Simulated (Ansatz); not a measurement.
SrTiO$_{2}$F in space group P4/mmm (No. 123; Sr on 1a, Ti on 1d, O on 2e, F on 1c) under volume change, PBEsol (plane waves, PAW; program Ansatz), shape and atoms relaxed at each volume.

```csv
V (Å³/atom),E − E(relaxed) (meV/atom),P (GPa)
11.252,54.4,17.06
11.623,22.9,10.41
11.994,5.4,4.80
12.365,0.0,-0.01
12.736,3.7,-2.95
13.107,14.5,-6.35
13.478,32.7,-9.31
```

Problem. What does a third-order Birch–Murnaghan fit give for V₀, B₀ and B′?

Solution. V₀ = 12.40 Å³/atom, B₀ = 136 GPa, B′ = 5.3.

The start of the workflow was typed in or built on a structure type; neither database checked (COD, Materials Project) lists it. Its standing as an ambient phase is unchecked. The PBEsol relaxation kept the symmetry of its start; its stability against distortions is not shown here. Spin order of the final state: ferromagnetic, the only order run, not a proven ground state. The cell computed holds one magnetic atom, so no antiferromagnetic order was within reach. No Hubbard U is applied.

Potentials: the earlier of the program's two PAW sets. The files were generated under PBE; for other functionals the program regenerates the frozen cores, and for LDA and PBEsol the local potential too.
